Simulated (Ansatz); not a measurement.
Ta:
```
Ta
1.0
   -1.62636     1.62636     1.62636
    1.62636    -1.62636     1.62636
    1.62636     1.62636    -1.62636
Ta
1
Direct
  0.00000   0.00000   0.00000
```

Relaxed with LDA. Special points in fractions of this cell's reciprocal vectors: Γ (0.000, 0.000, 0.000); H (0.500, -0.500, 0.500); N (0.000, 0.000, 0.500); P (0.250, 0.250, 0.250).

Problem. List the band energies nearest the Fermi level at these points for plane-wave PAW LDA (Ansatz code).

Solution. In eV from the Fermi level; about four levels below and three above (degenerate sets whole), none deeper than 8.9 eV; … stands for higher levels left out; points with the same levels are listed once.

```
k              below           above
-  -----------------  --------------
Γ              -8.04  0.68 0.68 0.68
H        -4.08 -4.08               …
N        -4.58 -1.71     1.93 4.01 …
P  -1.23 -1.23 -1.23               …
```

Space group Im-3m (bcc (W type)). The cell was relaxed with LDA under the symmetry of its start. No spin polarisation was allowed. Scalar-relativistic: spin–orbit coupling is off unless named, which matters more the heavier the elements.

Potentials: the earlier of the program's two PAW sets.
